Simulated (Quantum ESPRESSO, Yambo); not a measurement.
**Levels of theory for the gap of K$_{2}$NaYF$_{6}$**

K2NaYF6 (space group Fm-3m, No. 225): one geometry, one set of PBEsol (pw.x of Quantum ESPRESSO, ONCV potentials, scalar-relativistic) orbitals, self-energies from Yambo (2×2×2 Γ-centred k mesh, bands 2 to 334 and a 8 Ry block in the screening, 334 bands in G with the Bruneval-Gonze terminator, plasmon pole fitted at 27.2 eV).

The geometry is that of Materials Project entry mp-13799, symmetrised and not relaxed again.

```csv
level,gap Γ → Γ (eV),rough Yambo cost
PBEsol (Quantum ESPRESSO),6.16,–
exchange only (Hartree-Fock self-energy on PBEsol orbitals),18.05,about 1/9 (6 states)
static COHSEX@PBEsol,11.35,within a factor of two (2 states)
"G0W0@PBEsol, plasmon pole",9.88,1 (6 states)
```

Bare exchange has no screening and gives the widest gap; static COHSEX screens it but leaves out the frequency dependence, which G0W0 restores.

Costs are rough ratios of core time on shared machines.

Nearest settings tried, and what they do to the gap: 215 bands in G: +8 meV; 3 Ry block (137 vectors against 531): +193 meV. Not varied: bands in W, mesh. So the settings aren't converged at that level. The k mesh is coarse.

The structure is a Materials Project entry; no match was found in the copy of COD used, and its stability was not checked.
